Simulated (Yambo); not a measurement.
Yambo run on Sr2NO6H3 (space group P-62m, No. 189). The wavefunctions are LDA (pw.x of Quantum ESPRESSO, ONCV potentials, no spin-orbit coupling) ones on a 3×3×4 mesh (32 occupied bands); a = b = 6.704 Å, c = 3.592 Å, α = β = 90.00°, γ = 120.00°.

Yambo input:

```
rim_cut
gw0
dyson
el_el_corr
HF_and_locXC
ppa
em1d
RandQpts= 1000000
RandGvec= 1 Ry
EXXRLvcs= 84 Ry
VXCRLvcs= 336 Ry
Chimod= "HARTREE"
% BndsRnXp
 1 | 107 |
%
NGsBlkXp= 6 Ry
% LongDrXp
 1.0 | 1.0 | 1.0 |
%
PPAPntXp= 27.2114 eV
% GbndRnge
 1 | 107 |
%
GTermKind= "BG"
DysSolver= "n"
ExtendOut
% QPkrange
 3 | 3 | 32 | 33 |
 7 | 7 | 32 | 32 |
%
```

k points by index: 3 = A, 7 = K.

The o-*.qp file then holds:

```
#    K-point    Band    Eo [eV]    E [eV]    E-Eo [eV]    Vxc [eV]    Vnlxc [eV]    Sc|Eo [eV]    Sc|E [eV]    dSc/dw|Eo [eV]    Re(Z)    Im(Z)
#
    3    32    -0.512900    -1.985190    -1.472290    -18.08537    -24.04834    4.136628    4.490678    -6.543062    0.806155    -0.001213
    3    33    2.804148    5.113112    2.308964    -17.61200    -12.73871    -2.062056    -2.564334    -5.919226    0.821335    -0.001054
    7    32    0.000000    -1.352870    -1.352870    -19.02425    -24.99126    4.281520    4.614142    -6.689645    0.802669    -0.001209
```
(The two width columns are left out.) Convergence of these settings isn't established.

Geometry of the Materials Project entry, not relaxed at this level.
